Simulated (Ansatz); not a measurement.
This cell of SnSe2 (CdI2 type) is off equilibrium:

```
SnSe2
1.0
    7.65168     0.00000     0.00000
   -1.91292     3.31327     0.00000
    0.00000     0.00000     6.23092
Sn Se
2 4
Direct
  0.01990   0.07960   0.03020
  0.50000   0.00000   0.00000
  0.16667   0.66667   0.25294
  0.66667   0.66667   0.25294
  0.33333   0.33333   0.74706
  0.83333   0.33333   0.74706
```

Method: r2SCAN+rVV10 (plane waves to 500 eV, PAW, scalar-relativistic; Ansatz, a program for electronic structure). k mesh 4×8×5 (Γ-centred), Fermi-Dirac smearing 0.05 eV. The energy includes the smearing's −TS. Stress and pressure are positive under compression. As the smearing reaches across the gap at some points, energies and forces of such displacements shift with the k mesh and the smearing. SnSe2 was relaxed with its symmetry unable to fall.

Q: What forces act on the atoms (eV/Å, Cartesian)?

A: 
```tsv
atom	Fx	Fy	Fz
Sn1	-0.812	-2.660	-2.768
Sn2	0.810	0.547	-0.613
Se3	0.125	2.000	1.981
Se4	-0.093	-0.023	0.276
Se5	-0.214	-0.094	0.395
Se6	0.184	0.231	0.730
```

Q: What is the stress tensor (GPa)?

A: 
```
   -0.3      0.0      0.0
    0.0      3.4      2.5
    0.0      2.5      1.2
```
The pressure, a third of the trace, is 1.4 GPa.

Q: In it atom 1 sits (0.000, 0.264, 0.188) Å away from its relaxed site. What is its energy relative to the relaxed cell?

A: 544 meV/cell.

(A displaced cell: forces are minus the slopes of the energy, force constants its curvatures, and phonons follow from these.)
